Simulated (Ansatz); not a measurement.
Relaxed Pt (fcc, Cu type):

```
CELL_PARAMETERS angstrom
      0.00000     3.97027     3.97027
      1.98513     1.98513     3.97027
      1.98513     1.98513     0.00000
ATOMIC_POSITIONS crystal
  Pt 0.00000 0.00000 0.00000
  Pt 0.50000 0.00000 0.00000
```

The atoms are displaced by Q × the pattern below (from a DFPT mode at X = (0.5, 0.5, 0.0), largest move 1; Q in Å), at fixed cell. (q is in reciprocal vectors of the primitive cell; the cell shown is doubled to hold the pattern.)

| atom | x | y | z |
|---|---|---|---|
| Pt1 | 0.000 | 0.000 | -1.000 |
| Pt2 | 0.000 | 0.000 | 1.000 |

All values below come from PBE (plane waves to 420 eV, PAW, scalar-relativistic; Ansatz, an electronic-structure program). k mesh 20×20×20 (Γ-centred), Fermi-Dirac smearing 0.05 eV. E stands for the smeared free energy. Stress and pressure are positive under compression. With partly filled bands, energies and forces of such displacements shift with the k mesh and the smearing. Pt is run without spin polarisation. Pt was relaxed with its symmetry unable to fall. Spin-orbit coupling is left out, though Pt is heavy. ΔE is measured from the undisplaced structure.

Problem. Predict the ΔE (eV/cell) and P (GPa) at Q (Å) = -0.180, -0.150, -0.060, 0.060, 0.090, 0.120, 0.150, 0.180.

Solution. 
```
Q (Å)   ΔE (eV/cell)  P (GPa)
------  ------------  -------
-0.180         0.792     18.5
-0.150         0.543     12.8
-0.060         0.085      2.0
0.060          0.085      2.0
0.090          0.192      4.6
0.120          0.344      8.2
0.150          0.543     12.8
0.180          0.792     18.5
```

(For displaced atoms, the force is minus the slope of the energy, and its curvature is a force constant, which sets phonon frequencies.)
